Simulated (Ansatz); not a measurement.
CaAl₂Ge₂:
Space group P-3m1 (No. 164); a = b = 4.169 Å, c = 7.150 Å, α = β = 90.00°, γ = 120.00°

| atom | site | symmetry | x | y | z |
|---|---|---|---|---|---|
| Ca | 1a | -3m. | 0.0000 | 0.0000 | 0.0000 |
| Al | 2d | 3m. | 0.6667 | 0.3333 | 0.3722 |
| Ge | 2d | 3m. | 0.3333 | 0.6667 | 0.2614 |

Relaxed at zero pressure with plane-wave PAW r²SCAN (Ansatz code).

Q: The volume is lowered by 6 % and shape and atoms relax at that volume. What pressure results, and how do the axes share the change?

A: 4.4 GPa; a -1.7 %, b -1.7 %, c -2.7 %; the energy rises by 17 meV/atom.

Q: Give the new structure.

A: 
Space group P-3m1 (No. 164); a = b = 4.0987 Å, c = 6.9550 Å, α = β = 90.00°, γ = 120.00°

| atom | site | symmetry | x | y | z |
|---|---|---|---|---|---|
| Ca | 1a | -3m. | 0.0000 | 0.0000 | 0.0000 |
| Al | 2d | 3m. | 0.6667 | 0.3333 | 0.3714 |
| Ge | 2d | 3m. | 0.3333 | 0.6667 | 0.2574 |

The phase is kept; no other phase was compared at this pressure.

The workflow started from an entry of the Crystallography Open Database (COD, 293 K). Whether it is the stable phase at ambient conditions was not checked. The r²SCAN relaxation kept the symmetry of its start; whether a distortion lowers the energy is not shown.

Potentials: the later of the program's two PAW sets.
